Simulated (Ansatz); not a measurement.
An Ansatz input:

```yaml
crystal:
  lattice:
    - [5.9857857586, 0.0, 0.0]
    - [-2.9928928793, 5.1838425285, 0.0]
    - [0.0, 0.0, 3.5995893465]
  atoms:
    - { symbol: La, position: [1.0, 0.0, 0.0], spin: 1.0 }
    - { symbol: La, position: [0.3333333333, 0.6666666667, 0.5], spin: 1.0 }
    - { symbol: La, position: [0.6666666667, 0.3333333333, 0.5], spin: 1.0 }
hamiltonian:
  xc: r2scan
  pseudopotentials:
    kind: paw
    azcp:
      La: "pseudopotentials/La.paw.azcp"
basis:
  ecutwfc: 500
  fft_grid_basis: typed
kpoints:
  mp_grid: { grid: [8, 8, 12], shift: [0, 0, 0] }
magnetization:
  spin_polarized: true
scf:
  occupations: { method: fermi_dirac, width: 0.05 }
```

Output

```
Engine: ansatz 0.2.0, aarch64-unknown-linux-gnu
Pseudopotentials: kind: paw
Pseudopotential: La, paw, valence charge 11, recommended cutoff 500 eV (meta_gga) 
Functional definition: r2SCAN
  parameter k0 = 0.174
  parameter k1 = 0.065
  parameter a1 = 4.9479
  exchange = r2scan_x(k0 = k0, k1 = k1, a1 = a1)
  correlation = r2scan_c
Crystal: 3 atoms, lattice volume = 111.693 Å³
Basis set: ecut = 500 eV, 2833 PW (Γ), exchange–correlation on 180×180×108 points (64 copies of the dense FFT grid, shifted against one another)
Bands: 22, of which v1, the nominal top of the filled ones, is band 17 counted from 1 (16 counted from 0)
Symmetry: 24 space group operations
Space group: P6/mmm (ITA 191), of the structure as read, at distance tolerance 4.8e-5 Å
Magnetic group: BNS 191.233 (UNI 1463), of the structure as read, at distance tolerance 4.8e-5 Å
k-points: 70 of 768
Non-local potential: La, projectors of the file, l = 0: 3, l = 1: 2, l = 2: 2, l = 3: 3
PAW form: soft (Blöchl's): semilocal exchange-correlation on the pseudo side does not see the compensation charge
PAW frozen core: La, regenerated for the run's functional (the file was generated under x = pbe(κ = 0.804, μ = 0.2195149727645171), c = pbe(β = 0.06672455060314922))
PAW one-centre angular grid: La, 974 points (default); XC on 160 Gauss nodes
Initial density: superposition of atomic densities (chi_scale 0.1, normalization cell)
Starting moments: Σ|m| = 3 μB on 3 of 3 sites
Initial wavefunctions: pseudopotential atomic-orbital guess
Functional: x = r2scan, c = r2scan; τ floored in thin density (d = 2e-4 eV/Å³)
iter 1 solved again at ethr=2.82e-3 eV; its pass at ethr=3.10e-3 eV (dr2=9.30e-1 eV) is discarded
SCF iter   1: F=—  HF=-18793.402678 eV  |F-HF|=—  |Δ(HF+E_count)|=         —  Δρ=2.25e-2 (↑2.25e-2 ↓1.07e-2)  dr2=9.88e-1  dr2_τ=7.91e-3  dr2_m=1.31e-1  M=1.371 μB ∫|m|=1.371 μB  β_m=0.55  ethr=2.82e-3  ⟨swp⟩=2.9  Hψ=22818  notcnv=0
Mixer restart at iter 1: flushing history
spin=Collinear: Kerker preconditioning applied to the charge; magnetization (m = ρ↑ − ρ↓) channel mixes plain (no charge-response kernel on spin).
SCF iter   2: F=—  HF=-18793.736751 eV  |F-HF|=—  |Δ(HF+E_count)|=   3.34e-1  Δρ=1.39e-2 (↑1.39e-2 ↓8.51e-3)  dr2=5.00e-1  dr2_τ=2.73e-3  dr2_m=3.64e-2  M=1.135 μB ∫|m|=1.135 μB  β_m=0.68  ethr=2.82e-3  ⟨swp⟩=3.2  Hψ=5114  notcnv=0  κ⁻¹=1.0e0(r=1)
...
SCF iter  15: F=—  HF=-18794.011370 eV  |F-HF|=—  |Δ(HF+E_count)|=   2.05e-7  Δρ=1.82e-6 (↑1.64e-6 ↓1.82e-6)  dr2=2.34e-9  dr2_τ=3.32e-11  dr2_m=2.49e-9  M=-0.000 μB ∫|m|=0.001 μB  β_m=1.00  ethr=2.73e-11  ⟨swp⟩=3.9  Hψ=8136  notcnv=0  κ⁻¹=1.3e-5(r=8)
SCF iter  16: F=—  HF=-18794.011370 eV  |F-HF|=—  |Δ(HF+E_count)|=   1.45e-8  Δρ=4.94e-7 (↑4.25e-7 ↓4.94e-7)  dr2=1.50e-10  dr2_τ=2.85e-12  dr2_m=1.81e-10  M=0.000 μB ∫|m|=0.000 μB  β_m=1.00  ethr=7.10e-12  ⟨swp⟩=3.4  Hψ=7466  notcnv=0  κ⁻¹=4.3e-6(r=8)
SCF iter  17: F=—  HF=-18794.011370 eV  |F-HF|=—  |Δ(HF+E_count)|=   3.45e-8  Δρ=4.35e-7 (↑4.26e-7 ↓4.35e-7)  dr2=5.30e-11  dr2_τ=7.92e-12  dr2_m=1.78e-10  M=0.000 μB ∫|m|=0.000 μB  β_m=1.00  ethr=1.00e-12  ⟨swp⟩=1.0  Hψ=9633  notcnv=0  κ⁻¹=9.2e-6(r=8)
SCF iter  18: F=-18794.011370 eV  HF=-18794.011370 eV  |F-HF|=1.46e-10  |Δ(HF+E_count)|=   1.66e-9  Δρ=1.94e-7 (↑1.94e-7 ↓1.93e-7)  dr2=2.99e-11  dr2_τ=1.29e-12  dr2_m=3.26e-11  M=0.000 μB ∫|m|=0.000 μB  ethr=1.00e-12  ⟨swp⟩=3.1  Hψ=7339  notcnv=0
SCF 1 converged in 18 iterations: F = -18794.011370 eV  dr2 = 2.99e-11
WARN: the starting moments were not kept: the SCF closed with an absolute magnetisation of 7.4e-5 μB, where they sum to 3 μB in size (3 sites). That is at most 0.1 of that sum. Measured as dr2_m measures the in/out step, that magnetisation stands 1.8e-10 eV from none, at or under the dr2_threshold of 1.0e-7 eV: it is no larger than a step whose dr2_m would equal this threshold. The system may hold no moment; this SCF shows only that its start led to no more than that. To try another start: raise the starting moments (crystal.atoms[].spin, magnetization.per_species, magnetization.initial_magnetization, or on a non-collinear deck that types none of these the spinor_matrix: blocks that start its atoms; where the total moment is fixed, keep their sum and leave initial_magnetization as it is; typed ones take the place of any that the run laid by itself, positive ones on a crystal's lanthanoids without a Hubbard term where scf.initial_density.shell_occupations: [] is typed) or, if the notice of its spin-set hold's release reads "site moments contracting" or "site moments show no strong build", lengthen the hold (scf.mixing.spin_hold: { on: { confirm: 4 } }; for m-r²SCAN on two components see the key's manual first). Each may lead to a state that holds a moment. A second SCF, from the converged charge density, with the starting moments and any scf.initial_density.shell_occupations laid on it anew, would have followed, and was not run: the deck does not ask for one (magnetization.retry_lost_moments is false, the default). To let it run, set magnetization.retry_lost_moments: true and run the deck again, where that key's refused combinations let it; where memory then withholds it, that run's warning says so.
this state was not tested for a lower state beside it, because the mixer in use, unlike msr1, does not test its closes by its own steps (another_mixer; see scf.mixing.algorithm and scf.lower_state_search)
SCF converged after 18 iterations
Magnetization: 0.0001 μB (16.5000 up, 16.5000 down)
Absolute magnetization: 0.0001 μB (∫|ρ↑−ρ↓|, with the PAW one-centre terms)
Spin contamination: 0.0000 ħ² per cell (⟨S²⟩ above its minimum at these occupations)
Per-site moments (μB) at R_I (Å): [(-5.7759043495119785e-6, 1.4848306054312501), (1.541650842547495e-5, 1.4255566953455723), (1.5416508425522735e-5, 1.4255566953455723)]
Free energy (F): -18794.011370 eV
Harris-Foulkes:  -18794.011370 eV  (|F-HF|=1.46e-10)
Internal energy: -18793.976404 eV  (E = F + TS)
E sigma→0 (E₀):  -18793.993887 eV
Entropy (-TS):   -0.034966 eV (-11.655 meV/atom)
Fermi energy:    11.066978 eV
--- Per-component energies (eV) ---
  E_band       = -155.808724
  E_kinetic    = 578.154916
  E_local      = -1003.806852  (includes V_loc(G=0)·N_el)
  E_nonlocal   = 278.607582
  E_hartree    = 316.208482
  E_xc         = -395.693724
  E_vxc        = -480.843327  (∫ρ·V_xc dr)
  E_paw        = -16310.515046  (= ΣΔE_a)
  E_vpaw       = -185.341894  (= ΣTr[D̂ρ^β])
  E_aug_tail   = 0.000000  (compensation charges beyond the density's cutoff)
  E_vtau       = 25.003807  (kinetic-family band-sum trace: ∫τ·v_τ [+ j·A + Jᵃ·Aᵃ] dr)
  E_ewald      = -2257.137300
  E_core_change = 0.205537  (= ΣΔE_core)
  E_smearing   = -0.034966  (= −TS)
  E_closure    = 0.000000  (closes the sum)
  Σ components = -18794.011370   (vs F -18794.011370, Δ=0.00e0)
```
